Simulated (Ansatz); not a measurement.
(001) slab cut from the bulk of Pb, P6_3/mmc (No. 194); the slab's formula is Pb:

```
Pb
1.0
     3.51392    0.00000    0.00000
    -1.75696    3.04314    0.00000
     0.00000    0.00000   26.59399
Pb
5
Direct
  0.66667 0.33333 0.28202
  0.33333 0.66667 0.39101
  0.66667 0.33333 0.50000
  0.33333 0.66667 0.60899
  0.66667 0.33333 0.71798
```

The calculation used DFT r2SCAN, scalar-relativistic, plane waves, PAW (Ansatz 0.2.0). Plane waves to 500 eV, a k mesh through Γ of 12×12×1 on the computed 5-atom cell and Gaussian smearing (0.10 eV); no spin polarisation. The cell repeats along c with a dipole correction in the vacuum.

(1) What forces act on the atoms?

Spin–orbit coupling is left out, which can shift energies with elements as heavy as these.

Answers

(1)
```
atom Fx (eV/Å) Fy (eV/Å) Fz (eV/Å)
 Pb1      0.000      0.000      0.205
 Pb2      0.000      0.000     -0.295
 Pb3      0.000      0.000      0.000
 Pb4      0.000      0.000      0.295
 Pb5      0.000      0.000     -0.205
```

The reference crystal is a form of Pb, which isn't its usual structure.